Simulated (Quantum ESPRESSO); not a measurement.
# Ga3MgP3Se: input and log of a self-consistent run

Computed values, not a measurement. The program is pw.x of Quantum ESPRESSO 7.5 (plane-wave density functional theory). The cell is made up: 8 atoms on a zincblende/diamond lattice, with randomly drawn elements, strain and displacements, not relaxed. PseudoDojo standard norm-conserving files (v0.5 for PBE, v0.4.1 for LDA and PBEsol) set the functional; there is no spin polarisation, spin-orbit coupling or dispersion term, and the masses in the input are unused placeholders.

Input:

```
&control calculation='scf', pseudo_dir='./dojo.nc.sr.pbe.v0_5.standard.upf', outdir='./o', disk_io='low', tprnfor=.true., tstress=.true. /
&system ibrav=0, nat=8, ntyp=4, nbnd=46, ecutwfc=85.99341389, nosym=.true., tot_charge=0,
 occupations='smearing', smearing='fd', degauss=0.0018374661
/
&electrons conv_thr=7.350e-09, electron_maxstep=60, /
ATOMIC_SPECIES
Ga 1.0 Ga.upf
Mg 1.0 Mg.upf
P 1.0 P.upf
Se 1.0 Se.upf
CELL_PARAMETERS angstrom
5.7373 0.0115 0.0101
0.0115 5.6437 -0.0214
0.0101 -0.0214 5.7086
ATOMIC_POSITIONS angstrom
Ga 0.0816 -0.0049 -0.0474
Ga -0.0548 2.8437 2.9143
Ga 2.8626 -0.0493 2.8694
Mg 2.8413 2.8296 0.0049
P 1.4075 1.3915 1.4491
P 1.4223 4.1949 4.2635
P 4.354 1.4407 4.2311
Se 4.4046 4.1948 1.4274
K_POINTS automatic
4 4 4 1 1 1
```

The log is shortened where brackets say so; the opening notice, blank lines, dates and the lines on written files are dropped, and the path of the files is cut. It prints rydbergs, bohrs and kilobars, and counts compression as positive stress. With no partly filled state, the Fermi energy that it prints is only some level between the filled and the empty states on the mesh, and need not lie in the true gap.

```
     Program PWSCF v.7.5
     Parallel version (MPI & OpenMP), running on       4 processor cores
     Number of MPI processes:                 4
     Threads/MPI process:                     1
     [start-up lines left out]
     bravais-lattice index     =            0
     lattice parameter (alat)  =      10.8420  a.u.
     unit-cell volume          =    1247.3501 (a.u.)^3
     number of atoms/cell      =            8
     number of atomic types    =            4
     number of electrons       =        80.00
     number of Kohn-Sham states=           46
     kinetic-energy cutoff     =      85.9934  Ry
     charge density cutoff     =     343.9737  Ry
     scf convergence threshold =      7.3E-09
     mixing beta               =       0.7000
     number of iterations used =            8  plain     mixing
     Exchange-correlation= PBE
                           (   1   4   3   4   0   0   0)
     [axes and pseudopotential details left out]
   Cartesian axes
     site n.     atom                  positions (alat units)
         1        Ga     tau(   1) = (   0.0142227  -0.0008541  -0.0082617  )
         2        Ga     tau(   2) = (  -0.0095515   0.4956495   0.5079549  )
         3        Ga     tau(   3) = (   0.4989437  -0.0085929   0.5001289  )
         4        Mg     tau(   4) = (   0.4952312   0.4931919   0.0008541  )
         5        P      tau(   5) = (   0.2453236   0.2425348   0.2525744  )
         6        P      tau(   6) = (   0.2479032   0.7311601   0.7431169  )
         7        P      tau(   7) = (   0.7588909   0.2511103   0.7374697  )
         8        Se     tau(   8) = (   0.7677103   0.7311427   0.2487921  )
     number of k points=    32  Fermi-Dirac smearing, width (Ry)=  0.0018
                       cart. coord. in units 2pi/alat
        k(    1) = (   0.1245237   0.1272972   0.1258858), wk =   0.0625000
        k(    2) = (   0.1240794   0.1282508   0.3771479), wk =   0.0625000
     [further k points left out]
     Dense  grid:   134327 G-vectors     FFT dimensions: (  72,  64,  64)
     Estimated max dynamical RAM per process >     282.45 MB
     Estimated total dynamical RAM >       1.01 GB
     Initial potential from superposition of free atoms
     starting charge      79.9907, renormalised to      80.0000
     Starting wfcs are   53 randomized atomic wfcs
     total cpu time spent up to now is        4.5 secs
     per-process dynamical memory:   199.1 Mb
     Self-consistent Calculation
     iteration #  1     ecut=    85.99 Ry     beta= 0.70
     Davidson diagonalization with overlap
     ethr =  1.00E-02,  avg # of iterations =  4.0
     Threshold (ethr) on eigenvalues was too large:
     Diagonalizing with lowered threshold
     Davidson diagonalization with overlap
     ethr =  4.82E-04,  avg # of iterations =  2.0
     total cpu time spent up to now is       18.7 secs
     total energy              =    -861.78000183 Ry
     estimated scf accuracy    <       0.38136911 Ry
     iteration #  2     ecut=    85.99 Ry     beta= 0.70
     Davidson diagonalization with overlap
     ethr =  4.77E-04,  avg # of iterations =  5.1
     total cpu time spent up to now is       26.6 secs
     total energy              =    -861.86409830 Ry
     estimated scf accuracy    <       0.19609387 Ry
     iteration #  3     ecut=    85.99 Ry     beta= 0.70
     Davidson diagonalization with overlap
     ethr =  2.45E-04,  avg # of iterations =  2.7
     total cpu time spent up to now is       33.5 secs
     total energy              =    -861.90697107 Ry
     estimated scf accuracy    <       0.01028308 Ry
     iteration #  4     ecut=    85.99 Ry     beta= 0.70
     Davidson diagonalization with overlap
     ethr =  1.29E-05,  avg # of iterations =  8.3
     total cpu time spent up to now is       42.5 secs
     total energy              =    -861.90981851 Ry
     estimated scf accuracy    <       0.00156553 Ry
     iteration #  5     ecut=    85.99 Ry     beta= 0.70
     Davidson diagonalization with overlap
     ethr =  1.96E-06,  avg # of iterations =  3.4
     total cpu time spent up to now is       49.6 secs
     total energy              =    -861.91005955 Ry
     estimated scf accuracy    <       0.00008946 Ry
     iteration #  6     ecut=    85.99 Ry     beta= 0.70
     Davidson diagonalization with overlap
     ethr =  1.12E-07,  avg # of iterations =  3.2
     total cpu time spent up to now is       56.3 secs
     total energy              =    -861.91007833 Ry
     estimated scf accuracy    <       0.00001221 Ry
     iteration #  7     ecut=    85.99 Ry     beta= 0.70
     Davidson diagonalization with overlap
     ethr =  1.53E-08,  avg # of iterations =  2.9
     total cpu time spent up to now is       63.0 secs
     total energy              =    -861.91008157 Ry
     estimated scf accuracy    <       0.00000112 Ry
     iteration #  8     ecut=    85.99 Ry     beta= 0.70
     Davidson diagonalization with overlap
     ethr =  1.41E-09,  avg # of iterations =  3.4
     total cpu time spent up to now is       70.4 secs
     total energy              =    -861.91008196 Ry
     estimated scf accuracy    <       0.00000030 Ry
     iteration #  9     ecut=    85.99 Ry     beta= 0.70
     Davidson diagonalization with overlap
     ethr =  3.79E-10,  avg # of iterations =  2.0
     total cpu time spent up to now is       76.6 secs
     total energy              =    -861.91008202 Ry
     estimated scf accuracy    <       0.00000004 Ry
     iteration # 10     ecut=    85.99 Ry     beta= 0.70
     Davidson diagonalization with overlap
     ethr =  4.42E-11,  avg # of iterations =  3.2
     total cpu time spent up to now is       83.9 secs
     End of self-consistent calculation
          k = 0.1245 0.1273 0.1259 ( 16828 PWs)   bands (ev):
   -68.5627 -41.7724 -41.7686 -41.6926 -41.6806 -41.6636 -35.3808 -35.3416
   -35.3332  -8.6780  -8.4264  -8.3939  -8.3868  -8.3611  -8.3557  -8.3348
    -8.3214  -8.3135  -8.3084  -8.3059  -8.2907  -8.2750  -8.2713  -8.2582
    -7.1241  -4.2301  -3.0271  -2.8049  -0.1741   0.0256   1.8909   3.0734
     3.2487   3.3659   4.0789   4.1206   4.3138   4.6720   6.0280   6.1161
     7.4356   8.0543   8.3334   8.9269   9.0024   9.2259
     [levels at the other k points left out]
     the Fermi energy is     6.6813 ev
!    total energy              =    -861.91008203 Ry
     estimated scf accuracy    <          2.4E-09 Ry
     smearing contrib. (-TS)   =      -0.00000000 Ry
     internal energy E=F+TS    =    -861.91008203 Ry
     The total energy is F=E-TS. E is the sum of the following terms:
     one-electron contribution =    -526.32259129 Ry
     hartree contribution      =     301.84214369 Ry
     xc contribution           =    -202.18263234 Ry
     ewald contribution        =    -435.24700208 Ry
     convergence has been achieved in  10 iterations
     Forces acting on atoms (cartesian axes, Ry/au):
     atom    1 type  1   force =     0.01403481    0.04481316   -0.01803548
     atom    2 type  1   force =     0.05751712   -0.04490272    0.01400814
     atom    3 type  1   force =    -0.02461608    0.04238665    0.01999840
     atom    4 type  2   force =    -0.00799068   -0.02514136   -0.01113770
     atom    5 type  3   force =    -0.00684093   -0.01259765    0.01274720
     atom    6 type  3   force =    -0.00086754    0.00855041   -0.01845176
     atom    7 type  3   force =    -0.01500496   -0.03822108    0.01109962
     atom    8 type  4   force =    -0.01623173    0.02511259   -0.01022843
     Total force =     0.123547     Total SCF correction =     0.000207
     Computing stress (Cartesian axis) and pressure
          total   stress  (Ry/bohr**3)                   (kbar)     P=      -10.45
  -0.00008412  -0.00003107  -0.00003771          -12.37       -4.57       -5.55
  -0.00003107  -0.00007179  -0.00006302           -4.57      -10.56       -9.27
  -0.00003771  -0.00006302  -0.00005715           -5.55       -9.27       -8.41
     init_run     :      4.12s CPU      4.29s WALL (       1 calls)
     electrons    :     78.93s CPU     79.41s WALL (       1 calls)
     forces       :      1.31s CPU      1.31s WALL (       1 calls)
     stress       :      4.41s CPU      4.42s WALL (       1 calls)
     [timing details left out]
     PWSCF        :   1m29.03s CPU   1m29.73s WALL
     JOB DONE.
```

In other units: free energy -11726.884 eV for the cell, pressure -1.04 GPa, largest force component 1.479 eV/Å. A rerun of a related cell, with the same atoms placed differently, at 1467 eV and a 6 x 6 x 6 mesh moved values by no more than 0.008 eV in energy, 0.02 GPa in stress and 0.003 eV/Å in force.